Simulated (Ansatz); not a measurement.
Mg₂Pt in space group I4/mcm (No. 140; Mg on 8h, Pt on 4a) at seven volumes, the program Ansatz at the LDA level (PAW), shape and atoms relaxed at each. One row is withheld.

| V (Å³/atom) | P (GPa) |
|---|---|
| 16.469 | 9.41 |
| 17.012 | 5.72 |
| 17.555 | 2.60 |
| 18.098 | 0.00 |
| 18.640 | ? |
| 19.183 | -3.90 |
| 19.726 | -5.32 |

**Question.** Fit the shown pressures and predict the withheld one.

**Answer.** Third-order Birch–Murnaghan: P = (3/2)B₀(x^(7/2) − x^(5/2))[1 + (3/4)(B′ − 4)(x − 1)] with x = (V₀/V)^(2/3). Least squares on the six rows gives V₀ = 18.103 Å³/atom, B₀ = 77.83 GPa, B′ = 5.23. At V = 18.640, x = 0.9807 and P = -2.11 GPa. The run itself gave -2.13 GPa.

The workflow started from a Materials Project entry (that database holds measured and hypothetical structures alike); the Crystallography Open Database copy checked does not list it. Its standing as an ambient phase is unchecked. The LDA relaxation kept the symmetry of its start; its stability against distortions is not shown here. The run is not spin-polarised. Scalar-relativistic: spin–orbit coupling is off unless named, which matters more the heavier the elements.

Potentials: the later of the program's two PAW sets.
